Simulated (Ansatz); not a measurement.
Re (hcp, Mg type)

```xyz
2
Lattice="2.7752 0.0000 0.0000 -1.3876 2.4034 0.0000 0.0000 0.0000 4.4830" Properties=species:S:1:pos:R:3 pbc="T T T"
Re     0.0000     1.6023     3.3623
Re     1.3876     0.8011     1.1208
```

The atoms are displaced by Q × the pattern below (from a DFPT mode at Γ, largest move 1; Q in Å), at fixed cell.

```
atom      x      y       z
----  -----  -----  ------
Re1   0.000  0.000   1.000
Re2   0.000  0.000  -1.000
```

Method: PBE (plane waves to 420 eV, PAW, scalar-relativistic; Ansatz, an electronic-structure program). k mesh 19×19×11 (Γ-centred), Fermi-Dirac smearing 0.05 eV. Energies are smeared free energies. With partly filled bands, energies and forces of such displacements shift with the k mesh and the smearing. Re is run without spin polarisation. Re was relaxed with its symmetry unable to fall. Spin-orbit coupling is left out, though Re is heavy. The PAW data are Ansatz's earlier set. The zero of ΔE is the undisplaced structure. The last digit holds for this mesh only.

```tsv
Q (Å)	ΔE (meV/cell)
-0.2800	2170.9
-0.2333	1337.9
-0.1867	withheld
-0.1400	327.7
-0.0933	101.2
-0.0467	13.6
0.0000	0.0
0.0467	13.6
0.0933	101.2
0.1400	327.7
0.1867	withheld
0.2333	1337.9
0.2800	2170.9
```

Task: Fit an even polynomial form (powers 2, 4, 6) to the given rows and predict ΔE at Q = 0.1867.

Result: Least squares on the 11 given rows: ΔE = (9568)·Q² + (379600)·Q⁴ + (-1895000)·Q⁶, in meV/cell with Q in Å; root-mean-square residual 6.77 meV/cell. At 0.1867 the fit gives 714.5 meV/cell; the calculation gives 734.0 meV/cell, so the interpolation is off by -19.5 (-2.7 %). The quadratic term alone would give 333.5 meV/cell.

(For displaced atoms, the force is minus the slope of the energy, and its curvature is a force constant, which sets phonon frequencies.)
